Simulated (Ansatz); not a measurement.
In the program Ansatz at the PBE level (PAW), Ag in the β-Sn type structure (I4_1/amd) relaxes to a = 5.328 Å, c = 2.783 Å.

Electronic character: metallic (no gap).

An equation-of-state fit gives a bulk modulus of 735 kbar.

The start of the workflow was typed in or built on a structure type; neither database checked (COD, Materials Project) lists it. It is not the phase usual at ambient conditions (space group No. 225). The cell was relaxed with PBE under the symmetry of its start; whether a distortion lowers the energy is not shown. No spin polarisation was allowed. Axis ratios of metals converge slowly with the k-mesh, so a and c are less sure than the volume. Spin–orbit coupling is left out wherever it is not named.

Potentials: the later of the program's two PAW sets.
